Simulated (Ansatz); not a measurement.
A trial structure of K2MnZnC6N6 was built thus: cyanide-bridged rock-salt net of two metals, 2 guest cations a cell (Fm-3m, No. 225). The dimensions are guesses.

```cif
data_structure
_symmetry_space_group_name_H-M 'Fm-3m'
_symmetry_Int_Tables_number 225
_cell_length_a 10.2310
_cell_length_b 10.2310
_cell_length_c 10.2310
_cell_angle_alpha 90.000
_cell_angle_beta 90.000
_cell_angle_gamma 90.000
_cell_volume 1070.91
loop_
_atom_site_label
_atom_site_type_symbol
_atom_site_symmetry_multiplicity
_atom_site_Wyckoff_symbol
_atom_site_fract_x
_atom_site_fract_y
_atom_site_fract_z
_atom_site_occupancy
K1 K 8 c 0.25000 0.75000 0.75000 1
Mn1 Mn 4 a 0.00000 0.00000 0.00000 1
Zn1 Zn 4 b 0.50000 0.00000 0.00000 1
C1 C 24 e 0.18942 0.00000 0.00000 1
N1 N 24 e 0.30378 0.00000 0.00000 1
```

Theory: Ansatz, DFT PBE, scalar-relativistic, plane waves, PAW. Cutoff 420 eV, Gaussian smearing, Γ-centred meshes. Cell and atoms relax first on a coarse mesh and then on a finer one. In between, the cell is made exact in the group found at 0.06 Å. In metals the finer mesh still leaves noise of several meV/atom or more. The steps can't lower the symmetry of their start. Collinear spin, starting moments Mn 4.0 μB.

A guess keeps its type if space group and coordination stay and the shape of the cell changes little (axis ratios within about 15 %, angles within 6°); the volume may change.

Q: Will the relaxed cell still be of the starting type?

A: It keeps its type. The symmetry stays Fm-3m (No. 225). The volume per atom grows by 7.3 %, from 16.7 to 18.0 Å³. The shortest distance goes from 1.17 Å (C–N) to 1.18 Å (C–N). Counting neighbours within 15 % of an atom's shortest distance, the start has C 1, K 24, Mn 6, N 1, Zn 6 and the end C 1, K 24, Mn 6, N 1, Zn 6.

The last run used collinear spin, a 6×6×6 mesh for its 16-atom cell and Gaussian smearing of 0.10 eV. In such compounds of Mn a zero gap at this level may well be an artefact, since no Hubbard U is applied. Another magnetic order may lie lower. Symmetry constrained the relaxation, so the result can be a saddle point.
